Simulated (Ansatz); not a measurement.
Put CaF in P4/mmm (No. 123): Ca on 1b; F on 1a.

Level of theory: DFT PBE, scalar-relativistic, plane waves, PAW in Ansatz 0.2.0. Cutoff 420 eV, Γ-centred mesh, Gaussian smearing, no spin polarisation.

Formation energies are uncorrected and refer to the elements' standard structures at the same level (F₂ as a molecule).

Problem. Predict the relaxed structure.

Solution.

Space group P4/mmm (No. 123). a = 4.029 Å, b = 4.029 Å, c = 4.265 Å, α = 90.00°, β = 90.00°, γ = 90.00°
```
atom  site  symmetry       x       y       z
  Ca    1b     4/mmm  0.0000  0.0000  0.5000
   F    1a     4/mmm  0.0000  0.0000  0.0000
```

Ca has 2 F at 2.13 Å; F is surrounded by 2 Ca at 2.13 Å. Another local minimum with the same sites may exist.

Problem. Where does its energy lie, and is it a metal?

Solution. The energy over the elements is −2.45 eV/atom and the gap on the 14×14×14 mesh of the 2-atom cell is 0 eV (a metal).

The last run used Gaussian smearing of 0.10 eV. An odd number of electrons in the primitive cell allows no gap without spin; a larger cell or a magnetic state could open one. Symmetry constrained the relaxation, so the result can be a saddle point. Another cell of CaF relaxed alike, in P4/nmm, lies 0.44 eV/atom lower, so this cell isn't the stable form at this level.
